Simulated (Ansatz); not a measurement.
Ti$_{3}$AlC (anti-perovskite, space group No. 221), DFT-LDA in the program Ansatz with PAW potentials, all energies at zero smearing, with the estimated change up to a 700 eV cutoff added, with one set of potentials and settings (totals compare only within such a set). Cell of 5 atoms (3 Ti, 1 Al, 1 C): -8110.051 eV.

```csv
element,reference phase,E (eV/atom)
Ti,"P6/mmm, 3 atoms in the cell",-2450.3338
Al,"Fm-3m, 1 atoms in the cell",-512.8748
C,"Fd-3m, 2 atoms in the cell",-242.9979
```

Formation energy per atom, worked out: (-8110.051 − 3×(-2450.3338) − 1×(-512.8748) − 1×(-242.9979))/5 = -0.635 eV/atom (-61 kJ per mol of atoms), at 0 K, without zero-point energy or fitted corrections.

Space group Pm-3m (anti-perovskite). The first step of the workflow began from a Materials Project structure, measured or hypothetical; the Crystallography Open Database copy checked does not list it. Whether it is the stable phase at ambient conditions was not checked. The cell was relaxed with LDA under the symmetry of its start; of distortions, only those at the zone centre were tested. The run is not spin-polarised. The references are the lowest solids computed at this level, not always the standard phases.

Potentials: the earlier of the program's two PAW sets.
